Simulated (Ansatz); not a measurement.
BAs:
```xyz
8
Lattice="5.8890 0.0000 0.0000 0.0000 5.8890 0.0000 0.0000 0.0000 3.3896" Properties=species:S:1:pos:R:3 pbc="T T T"
B      1.9006     3.9885     0.0000
B      3.9885     1.9006     0.0000
B      4.8451     4.8451     1.6948
B      1.0439     1.0439     1.6948
As     1.8764     1.8764     0.0000
As     4.0127     4.0127     0.0000
As     1.0681     4.8209     1.6948
As     4.8209     1.0681     1.6948
```

PBE (plane waves, PAW; program Ansatz) gives a gap of 0.80 eV without spin–orbit coupling, maximum at Γ, minimum on the Γ–Z line, 58 % of the way from Γ.

**Question.** What happens when spin–orbit coupling is switched on?

**Answer.** The gap drops by 0.06 eV, to 0.74 eV; maximum at Γ, minimum on the Γ–Z line, 58 % of the way from Γ.

**Question.** Give the electron effective mass with spin–orbit coupling.

**Answer.** 0.35, 0.35, 0.46 mₑ (principal values).

**Question.** Give the hole effective mass with spin–orbit coupling.

**Answer.** 0.24, 0.24, 0.65 mₑ (principal values).

Space group P4_2/mnm. The start of the workflow was typed in or built on a structure type; neither database checked (COD, Materials Project) lists it. It is not the phase usual at ambient conditions (space group No. 216). The cell was relaxed with PBE under the symmetry of its start; its stability against distortions is not shown here.

Potentials: the later of the program's two PAW sets.
